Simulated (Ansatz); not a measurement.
AgRhO$_{2}$ in space group R-3m (No. 166; Ag on 3a, Rh on 3b, O on 6c) at seven volumes, the program Ansatz at the PBEsol level (PAW), shape and atoms relaxed at each. One row is withheld.

```json
[
 {"V (Å³/atom)": "11.374", "P (GPa)": "18.69"},
 {"V (Å³/atom)": "11.749", "P (GPa)": "11.47"},
 {"V (Å³/atom)": "12.124", "P (GPa)": "5.29"},
 {"V (Å³/atom)": "12.499", "P (GPa)": "0.00"},
 {"V (Å³/atom)": "12.874", "P (GPa)": "?"},
 {"V (Å³/atom)": "13.249", "P (GPa)": "-8.31"},
 {"V (Å³/atom)": "13.624", "P (GPa)": "-11.52"}
]
```

Question: Fit the shown pressures and predict the withheld one.

Answer: Third-order Birch–Murnaghan: P = (3/2)B₀(x^(7/2) − x^(5/2))[1 + (3/4)(B′ − 4)(x − 1)] with x = (V₀/V)^(2/3). Least squares on the six rows gives V₀ = 12.500 Å³/atom, B₀ = 161.5 GPa, B′ = 4.32. At V = 12.874, x = 0.9805 and P = -4.47 GPa. The run itself gave -4.50 GPa.

The workflow started from a Materials Project entry (that database holds measured and hypothetical structures alike); the Crystallography Open Database copy checked does not list it. Its standing as an ambient phase is unchecked. Symmetry was held in the PBEsol relaxation; whether a distortion lowers the energy is not shown. No spin polarisation was allowed.

Potentials: the later of the program's two PAW sets.
